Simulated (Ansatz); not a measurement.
# CsRb under pressure: fit and missing row

CsRb, Cmmm, a = 5.836 Å, b = 8.217 Å, c = 8.092 Å. The structure is a Materials Project entry; whether it is the stable form wasn't checked. Ansatz: PBEsol, PAW, 420 eV, Γ-centred 10×10×6 mesh on 2 atoms, Gaussian smearing 0.10 eV; no spin polarisation. Cell and atoms are relaxed at each pressure, and no other structure is tried, so the rows at high pressure may lie past a change of phase.

| V (Å³/atom) | P (GPa) |
| --- | --- |
| 20.836 | ? |
| 25.133 | 20.00 |
| 35.043 | 10.00 |
| 46.736 | 5.02 |
| 63.414 | 2.00 |
| 96.998 | -0.01 |

Q: Take V0 = 96.998 Å³/atom, count pressures from its P0 = -0.01 GPa, fit the third-order Birch–Murnaghan form to the other rows, and predict the missing pressure.

A: With the Eulerian strain f = ½[(V0/V)^(2/3) − 1] and y = (P − P0)/[3f(1 + 2f)^(5/2)], the form is the line y = B0 + 1.5 B0 (B0′ − 4) f. Rows (f, y): 0.73022, 0.96; 0.48570, 1.26; 0.31354, 1.58; 0.16378, 2.01. Means f = 0.4233, y = 1.4525; Σ(Δf)² = 0.1775, ΣΔfΔy = -0.3218; the slope is their ratio. y = 2.220 − 1.813 f GPa, so B0 = 2.2 GPa and B0′ = 4 + 2 × (-1.813)/(3 × 2.220) = 3.46. At V = 20.836, f = 0.89402, y = 0.599 and P = 20.85 GPa. The run gave 40.02 GPa, so the fit is 19.17 GPa too low, 48 % of the span of the series, against an rms of 0.76 GPa on the fitted rows. The row lies outside the fitted range. The points of y bend away from a line: a fourth-order term fitted to them gives P = 31.81 GPa at this row's volume (the line 20.85, the run 40.02). Also, this row ran on the mesh 14×14×10, its neighbour on 12×12×8, which can shift it a little. With a term in f² added B0′ becomes 3.03, so this figure hangs on the form. The nearest row lies 35 % from V0, so B0 and B0′ are extrapolations to f = 0.

The mesh isn't the same in all rows (10×10×6, 12×12×8, 14×14×10).